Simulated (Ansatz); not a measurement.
Values for one crystal, relaxed and computed with r²SCAN (plane waves, PAW; program Ansatz); other levels are named.

```yaml
volume_per_atom: 12.95 Å³
electronic_character: metallic (no gap)
Poisson's ratio: 0.43
Bulk modulus (Birch–Murnaghan fit): 233 GPa
Young's modulus: 98.4 GPa
Pressure derivative B′: 4.7
debye_temperature_from_the_elastic_constants: 232 K
```

Pick the material that matches.
(A) Zr2SiN, P6_3/mmc (Zr on 4f, Si on 2d, N on 2a)
(B) Ti3IrC2, P6_3/mmc (Ti on 4f, Ti on 2a, Ir on 2b, C on 4f)
(C) PtC, zinc blende
(D) Hf2C, P4/nmm (Hf on 2a, Hf on 2c, C on 2c)

C, PtC, zinc blende

Space group F-43m (zinc blende). The start of the workflow was typed in or built on a structure type; neither database checked (COD, Materials Project) lists it. Its standing as an ambient phase is unchecked. The cell was relaxed with r²SCAN under the symmetry of its start; its stability against distortions is not shown here. No spin polarisation was allowed. Its formation energy is positive at this level, so the cell may be metastable or incomplete. As this level gives no gap, shear constants depend on the k-mesh and smearing (Fermi–Dirac, 0.1 eV here). Spin–orbit coupling is left out wherever it is not named.

Potentials: the earlier of the program's two PAW sets.
